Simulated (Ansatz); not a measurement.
SnAs:
Space group Fm-3m (No. 225); a = 5.748 Å, b = 5.748 Å, c = 5.748 Å, α = 90.00°, β = 90.00°, γ = 90.00°

```
atom  site  symmetry       x       y       z
----  ----  --------  ------  ------  ------
Sn      4a      m-3m  0.0000  0.0000  0.0000
As      4b      m-3m  0.5000  0.5000  0.5000
```
(The calculation used a cell of 2 atoms; values per cell refer to that cell.)

Relaxed with r²SCAN.

Question: Tabulate the valence density and the electron localisation function along the shortest Sn–As contact (2.87 Å), DFT-r²SCAN in the program Ansatz with PAW potentials.

Answer: 

```
distance from Sn (Å)  density (e/Å³)   ELF
--------------------  --------------  ----
0.29                           11.19  0.00
0.43                            6.96  0.03
0.57                            3.75  0.12
0.72                            1.85  0.24
0.86                            0.92  0.30
1.01                            0.52  0.31
1.15                            0.36  0.34
1.29                            0.30  0.44
1.44                            0.29  0.56
1.58                            0.32  0.65
1.72                            0.39  0.69
1.87                            0.51  0.69
2.01                            0.76  0.67
2.16                            1.49  0.62
2.30                            3.74  0.48
2.44                            9.26  0.29
2.59                           18.78  0.18
```

The density is the valence pseudo-density with augmentation charge, so density and ELF within about 1 Å of a nucleus are not all-electron values.

The workflow started from an entry of the Crystallography Open Database (COD). Whether it is the stable phase at ambient conditions was not checked. The cell was relaxed with r²SCAN under the symmetry of its start; its stability against distortions is not shown here. Spin–orbit coupling is left out wherever it is not named.

Potentials: the later of the program's two PAW sets.
